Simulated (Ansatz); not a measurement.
Relaxation of a generated cell, Si2Mo placed in the CrSi2 structure type; 9 atoms in the cell, which starts as P6₂22 (No. 180), hP9; a = b = 4.634 Å, c = 6.665 Å, α = β = 90.00°, γ = 120.00°. Computed with PBEsol (plane waves to 420 eV, PAW, scalar-relativistic; Ansatz, a quantum-chemistry and plane-wave program). Γ-centred k-mesh 6×6×4 on the run's cell (coarser than for final values), Fermi–Dirac smearing 0.05 eV. This is the first round of the run. 

The optimiser's lines from the output (shortened; P is positive under compression):

```
relax step   1: F+E_penalty+E_count = -18426.51380222 eV  Δ(F+E_penalty+E_count) = +0.000e0 eV  max|allowed force component| = 1.468e-1 eV/Å  Δτ_max = 0.0000 Å  P = -8.174 GPa  Ω = 123.931 Å³  (8 SCF iters, dr2 threshold 1.00e-7 eV, accepted)
relax step   2: F+E_penalty+E_count = -18426.63081321 eV  Δ(F+E_penalty+E_count) = -1.170e-1 eV  max|allowed force component| = 6.381e-2 eV/Å  Δτ_max = 0.0080 Å  P = +3.444 GPa  Ω = 117.243 Å³  (6 SCF iters, dr2 threshold 9.00e-7 eV, accepted)
relax step   3: F+E_penalty+E_count = -18426.64998039 eV  Δ(F+E_penalty+E_count) = -1.917e-2 eV  max|allowed force component| = 1.618e-2 eV/Å  Δτ_max = 0.0024 Å  P = -0.211 GPa  Ω = 119.131 Å³  (6 SCF iters, dr2 threshold 9.00e-7 eV, accepted)
relax step   4: F+E_penalty+E_count = -18426.65011942 eV  Δ(F+E_penalty+E_count) = -1.390e-4 eV  max|allowed force component| = 2.348e-3 eV/Å  Δτ_max = 0.0009 Å  P = -0.008 GPa  Ω = 119.022 Å³  (6 SCF iters, dr2 threshold 1.84e-7 eV, accepted)
relax step   5: F+E_penalty+E_count = -18426.65012125 eV  Δ(F+E_penalty+E_count) = -1.830e-6 eV  max|allowed force component| = 8.305e-6 eV/Å  Δτ_max = 0.0001 Å  P = -0.000 GPa  Ω = 119.018 Å³  (6 SCF iters, dr2 threshold 1.11e-9 eV, accepted)
relax step   6: F+E_penalty+E_count = -18426.64961641 eV  Δ(F+E_penalty+E_count) = +5.048e-4 eV  max|allowed force component| = 1.165e-5 eV/Å  Δτ_max = 0.0000 Å  P = +0.006 GPa  Ω = 119.018 Å³  stress off target by 6.67e-3 GPa  SCF on the basis re-selected at this cell (its energy is not comparable with the rows above)  (9 SCF iters)
```

From the first to the last row the energy changes by -0.02 eV/atom and the volume by -4.0 %. The last row is marked as not comparable with the walk above it, whose basis was carried along; it does compare with step 1, since both stand on a basis selected at the nominal cutoff for their own cell.

Later rounds, restarted from the end of this one on a renewed k-mesh, logged 2 more steps and released under 0.01 eV/atom more. The final structure after all rounds: P6₂22 (No. 180), hP9, AFLOW prototype AB2_hP9_180_d_j (C40, as in CrSi2); a = b = 4.5747 Å, c = 6.5667 Å, α = β = 90.00°, γ = 120.00°. Between re-selections the logged energies stand on a plane-wave basis carried along with the cell. No spin polarisation in the result.

The run could not lose the symmetry of its start; a randomly shaken copy of 9 atoms returns to this structure.

The first start was generated by placing the elements on the sites of a structure type. Materials Project lists a structure of Si2Mo in the same space group, P6₂22 (No. 180); the sites were not compared with it, nor with measured phases. Known forms of Si2Mo include space group No. 139.
